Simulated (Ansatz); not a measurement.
## Kick test of a cell of Be3B4

The structure comes from a generated guess, relaxed at this level; another structure or a mixture of phases may lie lower.

All numbers below come from Ansatz 0.2.0, DFT PBE, scalar-relativistic, plane waves, PAW. Plane waves to 420 eV, a k mesh through Γ of 8×8×1 on the computed 7-atom cell and Gaussian smearing (0.10 eV); no spin polarisation.

The cell below (7 atoms, layer group cm2m (No. 35)) is relaxed within its symmetry. The sheet is periodic along a and b; c holds vacuum.

```
Be B
1.0
     3.02872   -3.84135    0.00000
     3.02872    3.84135    0.00000
     0.00000    0.00000   26.32227
Be B
3 4
Direct
  0.89351 0.78319 0.30736
  0.46681 0.35649 0.30736
  0.06535 0.18465 0.30732
  0.16852 0.57699 0.30735
  0.67301 0.08148 0.30735
  0.83887 0.41113 0.30735
  0.33005 0.91995 0.30735
```

For the test it was strained at random (σ = 1.5 % a component), the atoms were moved at random (σ = 0.05 Å), and all was relaxed again on a coarse 6×6×1 mesh (in the run’s order of axes) with 0.20 eV smearing, with no symmetry imposed.

Q: What happens?

A: It returns, within 1 meV/atom of the unmoved cell on that mesh and with the same symmetry when read at 0.1 Å (Cm at 0.01 Å, so small strains and shifts remain). No instability shows in this cell; modes of other wave vectors, which need another repeat, aren't tested.
